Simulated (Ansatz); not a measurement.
## Mg5CdSe6: relaxed-ion elastic tensor

These are results of DFT PBE, scalar-relativistic, plane waves, PAW (Ansatz 0.2.0), not measurements. Settings: 420 eV plane-wave cutoff, Γ-centred 6×6×2 mesh, fixed occupations. No spin polarisation.

Relaxed structure:
```xyz
12
Lattice="4.2654 0.0000 0.0000 -2.1327 3.6939 0.0000 0.0000 0.0000 20.8665" Properties=species:S:1:pos:R:3 pbc="T T T"
Mg    0.0000    2.4626    0.0272
Mg    0.0000    0.0000    3.4721
Mg    2.1327    1.2313    6.9172
Mg    0.0000    2.4626   10.3569
Mg    2.1327    1.2313   17.4464
Cd    0.0000    0.0000   13.9422
Se    0.0000    2.4626    2.6239
Se    0.0000    0.0000    6.0688
Se    2.1327    1.2313    9.5142
Se    0.0000    2.4626   12.9515
Se    0.0000    0.0000   16.6170
Se    2.1327    1.2313   20.0452
```

It was reached by relaxing an invented guess, and it needn't be the stable form of this composition.

Question: Give the relaxed-ion elastic constants (GPa, Voigt order xx yy zz yz xz xy, on the Cartesian axes of the cell above).

Answer:
```
71.1 34.2 29.4  6.6  0.0  0.0
34.2 71.1 29.4 -6.6  0.0  0.0
29.4 29.4 75.3  0.0  0.0  0.0
 6.6 -6.6  0.0 13.9  0.0  0.0
 0.0  0.0  0.0  0.0 13.9  6.6
 0.0  0.0  0.0  0.0  6.6 18.5
```

Question: Is the crystal stable against homogeneous strain?

Answer: Yes: the least eigenvalue of the tensor is 9.2 GPa.

Question: And the moduli of a polycrystal (Hill averages)?

Answer: B = 45 GPa, G = 16 GPa, E = 43 GPa, ν = 0.34.
